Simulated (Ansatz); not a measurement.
Relaxed AlN (wurtzite):

```yaml
crystal:
  lattice:
    - [6.25960, 0.00000, 0.00000]
    - [-1.56490, 2.71049, 0.00000]
    - [0.00000, 0.00000, 5.01733]
  atoms:
    - { symbol: Al, position: [0.33333, 0.33333, 0.00337] }
    - { symbol: Al, position: [0.83333, 0.33333, 0.00337] }
    - { symbol: Al, position: [0.16667, 0.66667, 0.50337] }
    - { symbol: Al, position: [0.66667, 0.66667, 0.50337] }
    - { symbol: N, position: [0.33333, 0.33333, 0.62183] }
    - { symbol: N, position: [0.83333, 0.33333, 0.62183] }
    - { symbol: N, position: [0.16667, 0.66667, 0.12183] }
    - { symbol: N, position: [0.66667, 0.66667, 0.12183] }
```

The atoms are displaced by Q × the pattern below (from a DFPT mode at M = (0.5, 0.0, 0.0), largest move 1; Q in Å), at fixed cell. (q is in reciprocal vectors of the primitive cell; the cell shown is doubled to hold the pattern.)

```csv
atom,x,y,z
Al1,-0.217,-0.126,-0.153
Al2,0.217,0.126,0.153
Al3,0.217,0.126,-0.153
Al4,-0.217,-0.126,0.153
N5,0.859,0.496,0.124
N6,-0.859,-0.496,-0.124
N7,-0.859,-0.496,0.124
N8,0.859,0.496,-0.124
```

Level of theory: PBE (plane waves to 420 eV, PAW, scalar-relativistic; Ansatz, an electronic-structure program). k mesh 6×12×7 (Γ-centred), Fermi-Dirac smearing 0.05 eV. E stands for the smeared free energy. AlN was relaxed with its symmetry unable to fall. The PAW data are Ansatz's earlier set. ΔE is measured from the undisplaced structure.

| Q (Å) | ΔE (eV/cell) |
|---|---|
| -0.180 | 2.039 |
| -0.120 | 0.887 |
| -0.060 | 0.219 |
| 0.000 | 0.000 |
| 0.060 | 0.219 |
| 0.120 | 0.887 |
| 0.180 | 2.039 |

Task: Which DFPT wavenumber at M = (0.5, 0.0, 0.0) belongs to this mode?
(A) 492 cm⁻¹
(B) 709 cm⁻¹
(C) 224 cm⁻¹
(D) 336 cm⁻¹

Result: B, 709 cm⁻¹. The curvature of the scan gives 709 cm⁻¹

(For displaced atoms, the force is minus the slope of the energy, and its curvature is a force constant, which sets phonon frequencies.)
